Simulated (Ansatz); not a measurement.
Input deck for Ansatz 0.2.0, then the block of the output on the nuclei.

The start is a structure deposited in the COD.

```yaml
crystal:
  lattice:
    - [0.0, 3.2235, 3.2235]
    - [3.2235, 0.0, 3.2235]
    - [3.2235, 3.2235, 0.0]
  atoms:
    - { symbol: Hg, position: [0.0, 0.0, 0.0] }
    - { symbol: Te, position: [0.25, 0.25, 0.25] }
kpoints:
  mp_grid: { grid: [13, 13, 13] }
scf:
  occupations: { method: fermi_dirac, width: 0.05 }
hamiltonian:
  xc: pbe
  pseudopotentials: { kind: paw }
output:
  forces: true
  stress: true
  populations: true
  efg: { quadrupole_moments_barn: { Hg: 0.387 }, contact_densities: true }
relax:
  f_tol: 0.02
  max_steps: 60
```

```sh
ansatz run input.yaml --threads 1 --pin off --max-ram 3072MiB --backend cpu --events-out ev --progress --plain --runs-dir out
```

The run relaxes the ions first, and the block belongs to the relaxed positions.

Of the output, the block on the nuclei alone is shown; the set-up, the SCF iterations, energies, forces and stress are cut. One atom of each set with nearly equal values is shown.

```
--- PAW observables at the nuclei: V_zz in 10²¹ V/m², potentials from the cell's mean, atoms counted from 1 ---
  atom   1  Hg V_zz =    -0.000000   η = 0.0000   by run symmetry: forbidden   C_q = -0.0000 MHz
            electrostatic potential = -16788.764774 V   contact ρ = 14129286.636324 e/Å³
  atom   2  Te V_zz =    -0.000000   η = 0.0000   by run symmetry: forbidden
            electrostatic potential = -8647.875425 V   contact ρ = 1468731.327045 e/Å³
```

The relaxation (1 step) took 8.3 s of wall time (8.2 s of CPU time) and 0.56 GiB at its peak, on 1 thread of AMD EPYC 9R14 (Zen 4) (x86_64; 16 cores open to the job, memory cap 3.0 GiB, no GPU), a shared host with a load of 0.3 a core.
